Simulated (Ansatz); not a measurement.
Here is the system:

BiRh:
```
CELL_PARAMETERS angstrom
      4.07861     0.00000     0.00000
     -2.03931     3.53218     0.00000
      0.00000     0.00000     5.59497
ATOMIC_POSITIONS crystal
  Bi 0.33333 0.66667 0.25000
  Bi 0.66667 0.33333 0.75000
  Rh 0.00000 0.00000 0.50000
  Rh 0.00000 0.00000 0.00000
```

This is the LDA-relaxed structure. x, y and z are the axes in which the lattice vectors are written.

**Question.** All from LDA in the plane-wave PAW code Ansatz, unless another level is named. Predict the bulk modulus (Birch–Murnaghan fit).

**Answer.** 142 GPa.

**Question.** Give the highest zone-centre frequency.

**Answer.** 211 cm^-1.

**Question.** Next, the elastic constants (relaxed ions, GPa)?

**Answer.** C11 = 188, C12 = 124, C13 = 106, C33 = 237, C44 = 69.8.

Space group P6_3/mmc (NiAs type). The first step of the workflow began from a Materials Project structure, measured or hypothetical; the Crystallography Open Database files this formula in space group No. 194, but the cells were not matched. Whether it is the stable phase at ambient conditions was not checked. The LDA relaxation kept the symmetry of its start; its stability against distortions is not shown here. The run is not spin-polarised. As this level gives no gap, shear constants depend on the k-mesh and smearing (Fermi–Dirac, 0.1 eV here). As this level gives no gap, phonon frequencies hold no LO–TO term and depend on the k-mesh and smearing (Fermi–Dirac, 0.1 eV here). Spin–orbit coupling is left out wherever it is not named.

Potentials: the later of the program's two PAW sets.
